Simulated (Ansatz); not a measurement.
Consider the following.

PbTe (rock salt), conventional cell a = b = c = 6.569 Å, α = β = γ = 90.00°. The calculation uses the primitive cell of 2 atoms, to which meshes and values per cell refer.

E(V) scan at fixed shape, V₀ the volume above. Symmetry pins the atoms to their sites.

The numbers are results of PBE (plane waves to 420 eV, PAW, scalar-relativistic; Ansatz, a program for electronic structure), not measurements. k mesh 9×9×9 (Γ-centred), Fermi-Dirac smearing 0.05 eV. The energy includes the smearing's −TS. Compression counts positive. PbTe was relaxed with its symmetry unable to fall. Spin-orbit coupling is left out, though Pb and Te are heavy. The PAW data are Ansatz's earlier set. The zero of ΔE is the relaxed starting cell.

The scan covers V/V₀ from 0.840 to 1.160 in 11 points.

Problem. What is ΔE at V/V₀ = 1.160?

Solution. 82.8 meV/atom.

Problem. What is ΔE at V/V₀ = 0.840?

Solution. 150.2 meV/atom.

Problem. What pressure does the cell carry at V/V₀ = 0.840?

Solution. 9.96 GPa.

(A scan under strain: stresses follow from slopes of the energy per volume, elastic moduli from its curvatures.)
